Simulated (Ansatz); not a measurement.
# SiO2: a ladder of calculations

Cell of run 1: an entry of the Crystallography Open Database (COD).

```
CELL_PARAMETERS angstrom
4.95700 0.00000 0.00000
0.00000 4.95700 0.00000
0.00000 0.00000 6.89030
ATOMIC_POSITIONS crystal
Si 0.30470 0.30470 0.00000
Si 0.19530 0.80470 0.25000
Si 0.69530 0.69530 0.50000
Si 0.80470 0.19530 0.75000
O 0.23810 0.11090 0.18260
O 0.38910 0.73810 0.43260
O 0.76190 0.88910 0.68260
O 0.61090 0.26190 0.93260
O 0.73810 0.38910 0.56740
O 0.88910 0.76190 0.31740
O 0.26190 0.61090 0.06740
O 0.11090 0.23810 0.81740
```

Sites (sets of like atoms) are named by element and the number of their first atom in this list.

Relaxed positions (PBE, cell held):

```
CELL_PARAMETERS angstrom
4.95700 0.00000 0.00000
0.00000 4.95700 0.00000
0.00000 0.00000 6.89030
ATOMIC_POSITIONS crystal
Si 0.30709 0.30709 0.00000
Si 0.19291 0.80709 0.25000
Si 0.69291 0.69291 0.50000
Si 0.80709 0.19291 0.75000
O 0.23596 0.12004 0.18695
O 0.37996 0.73596 0.43695
O 0.76404 0.87996 0.68695
O 0.62004 0.26404 0.93695
O 0.73596 0.37996 0.56305
O 0.87996 0.76404 0.31305
O 0.26404 0.62004 0.06305
O 0.12004 0.23596 0.81305
```

All runs are DFT with Ansatz 0.2.0 (plane waves and PAW, scalar-relativistic unless spin–orbit coupling is named, Γ-centred meshes, Fermi–Dirac smearing where given) in this cell.

Run 1: PBE, gradients read without the response of the cores, atoms as given; 420 eV, 4×4×3 k-points, smearing 0.02 eV.
Run 2: PBE, gradients read without the response of the cores, atoms relaxed; 420 eV, 4×4×3 k-points, smearing 0.02 eV.
Run 3: r2SCAN, gradients read without the response of the cores, at the relaxed atoms; 500 eV, 4×4×3 k-points, smearing 0.02 eV.

| run | Si V_zz (η) | O V_zz (η) |
| --- | --- | --- |
| 1 | -0.73 (0.90) | 9.44 (0.17) |
| 2 | -0.36 (0.84) | 9.67 (0.21) |
| 3 | ? | ? |

V_zz in 10²¹ V/m².

Problem. Estimate the row of run 3.

Solution. Si: -0.36 (0.78); O: 9.59 (0.21). It lies nearest to run 2, from whose tensors on these sites it differs by 0.09 at most (largest principal value of the difference, on O). Taken one at a time, the positions of the atoms (as given or relaxed) move the tensors on these sites by up to 0.42 (largest principal value of the change, on Si), the functional (r2SCAN with its higher cutoff) by 0.09 (O).

In runs 1, 3 the atoms aren't at the calculated equilibrium (largest force 0.49, 0.32 eV/Å). The cell isn't the equilibrium one in run 1 (calculated pressure 6 GPa), and the entry's cell may itself be off.
